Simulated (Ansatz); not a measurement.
Space group Im-3m (No. 229). a = 6.074 Å, b = 6.074 Å, c = 6.074 Å, α = 90.00°, β = 90.00°, γ = 90.00°
| atom | site | symmetry | x | y | z |
| --- | --- | --- | --- | --- | --- |
| In | 6b | 4/mm.m | 0.5000 | 0.0000 | 0.0000 |
| Se | 2a | m-3m | 0.0000 | 0.0000 | 0.0000 |

Equation of state of this In3Se structure (not necessarily the ground state), with shape and atoms relaxed at each volume where symmetry leaves them free. It has no gap at any of these volumes. All numbers below come from DFT PBE, scalar-relativistic, plane waves, PAW (Ansatz).

Settings: cutoff 420 eV, Γ-centred mesh 12×12×12 on the computed 4-atom cell, Gaussian smearing of 0.10 eV; no spin polarisation.

| V (Å³/atom) | E − E(largest V) (meV/atom) | P (GPa) |
| --- | --- | --- |
| 24.653 | 31.57 | 6.24 |
| 25.494 | 4.28 | 4.20 |
| 26.334 | -13.29 | 2.51 |
| 27.175 | -22.78 | 1.11 |
| 28.015 | -25.53 | -0.04 |
| 28.856 | -22.73 | -0.98 |
| 29.696 | -15.43 | -1.76 |
| 30.817 | 0.00 | -2.60 |

Problem. Fit a third-order Birch–Murnaghan equation, E = E0 + (9V0B0/16)·[(x − 1)³B0' + (x − 1)²(6 − 4x)] with x = (V0/V)^(2/3), to E(V).

Solution. V0 = 27.99 Å³/atom, B0 = 35 GPa, B0' = 5.4.

The cell was found from a structure generator's guess, not taken from experiment.
